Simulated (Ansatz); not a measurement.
Density of states of a Al$_{4}$VN$_{5}$ cell (elements on a rock salt lattice, relaxed), per eV and atom, broadened by Gaussian smearing of width 0.1 eV and averaged over bins of 0.2 eV, from 8 eV under the Fermi level at most up to where the solved bands end.

Computed with DFT PBE, scalar-relativistic, plane waves, PAW in Ansatz.

Plane waves to 420 eV, a k mesh through Γ of 8×7×5 on the computed 20-atom cell and Gaussian smearing (0.10 eV); no spin polarisation.

```
CELL_PARAMETERS angstrom
2.00632 2.03538 4.05309
-2.08152 -2.05701 4.10148
6.12597 -4.11085 1.99306
ATOMIC_POSITIONS crystal
N 0.95119 0.74097 0.59493
N 0.85117 0.25791 0.80373
N 0.34561 0.73096 0.80818
N 0.75113 0.74885 0.00268
N 0.15329 0.74935 0.19930
N 0.05090 0.25035 0.39606
N 0.55733 0.75101 0.39760
N 0.45657 0.26811 0.59040
N 0.24497 0.24816 0.00100
N 0.64903 0.24976 0.19933
Al 0.09400 0.50383 0.80392
Al 0.99404 0.00011 0.00296
Al 0.40123 0.99958 0.19935
Al 0.30123 0.50161 0.39722
Al 0.80830 0.99908 0.39577
Al 0.70815 0.49509 0.59483
Al 0.50112 0.49742 0.00134
Al 0.90109 0.49954 0.19941
V 0.21429 0.00135 0.61647
V 0.58843 0.99749 0.78198
```

```csv
E − E_F (eV),total,N 2p,V 3d,Al 3p,Al 3s
-7.95,0.554,0.346,0.023,0.098,0.053
-7.75,0.500,0.314,0.023,0.083,0.045
-7.55,0.421,0.266,0.020,0.067,0.031
-7.35,0.382,0.244,0.018,0.058,0.025
-7.15,0.312,0.200,0.016,0.045,0.019
-6.95,0.246,0.159,0.013,0.033,0.015
-6.75,0.261,0.170,0.015,0.038,0.015
-6.55,0.319,0.209,0.019,0.053,0.014
-6.35,0.285,0.188,0.018,0.043,0.013
-6.15,0.318,0.212,0.021,0.049,0.014
-5.95,0.335,0.226,0.025,0.051,0.012
-5.75,0.394,0.266,0.031,0.055,0.015
-5.55,0.307,0.210,0.026,0.042,0.010
-5.35,0.380,0.263,0.035,0.051,0.011
-5.15,0.404,0.283,0.038,0.050,0.013
-4.95,0.450,0.319,0.044,0.052,0.013
-4.75,0.472,0.339,0.049,0.050,0.013
-4.55,0.554,0.405,0.059,0.056,0.012
-4.35,0.552,0.411,0.054,0.054,0.011
-4.15,0.621,0.475,0.054,0.057,0.012
-3.95,0.649,0.512,0.046,0.055,0.012
-3.75,0.637,0.515,0.039,0.050,0.010
-3.55,0.641,0.530,0.037,0.043,0.009
-3.35,0.633,0.535,0.033,0.035,0.007
-3.15,0.629,0.545,0.029,0.029,0.005
-2.95,0.652,0.573,0.029,0.024,0.004
-2.75,0.520,0.460,0.025,0.016,0.002
-2.55,0.369,0.329,0.017,0.010,0.001
-2.35,0.255,0.229,0.011,0.007,0.001
-2.15,0.187,0.169,0.008,0.005,0.001
-1.95,0.112,0.103,0.004,0.003,0.000
-1.75,0.051,0.047,0.001,0.001,0.000
-1.55,0.007,0.007,0.000,0.000,0.000
-1.35,0.000,0.000,0.000,0.000,0.000
-1.15,0.005,0.001,0.004,0.000,0.000
-0.95,0.052,0.006,0.043,0.000,0.000
-0.75,0.134,0.018,0.109,0.001,0.001
-0.55,0.267,0.038,0.215,0.002,0.003
-0.35,0.275,0.041,0.219,0.002,0.004
-0.15,0.213,0.034,0.166,0.001,0.003
0.05,0.233,0.034,0.187,0.002,0.003
0.25,0.231,0.034,0.186,0.002,0.003
0.45,0.196,0.027,0.160,0.002,0.003
0.65,0.221,0.029,0.181,0.002,0.004
0.85,0.253,0.034,0.209,0.002,0.004
1.05,0.267,0.030,0.229,0.002,0.003
1.25,0.150,0.014,0.131,0.001,0.001
1.45,0.069,0.009,0.056,0.001,0.002
1.65,0.247,0.031,0.200,0.003,0.008
1.85,0.193,0.024,0.157,0.003,0.005
2.05,0.190,0.027,0.132,0.007,0.012
2.25,0.304,0.048,0.208,0.013,0.015
2.45,0.313,0.055,0.208,0.014,0.013
2.65,0.354,0.062,0.225,0.018,0.017
2.85,0.306,0.054,0.189,0.016,0.017
3.05,0.318,0.061,0.189,0.016,0.018
3.25,0.204,0.041,0.121,0.011,0.009
3.45,0.007,0.001,0.004,0.000,0.000
3.65,0.012,0.001,0.001,0.001,0.008
```

The columns after the total are the largest Löwdin projections on the valence shells of the potentials, so they needn't add up, and the weight of a shell that a potential lacks goes to other orbitals. The cell has no gap on the mesh.

Cost: 2 runs of about 13 core-minutes in all (earlier runs that led there not counted), on Intel Xeon Processor @ 2.50GHz (Skylake/Cascade Lake) (shared hosts).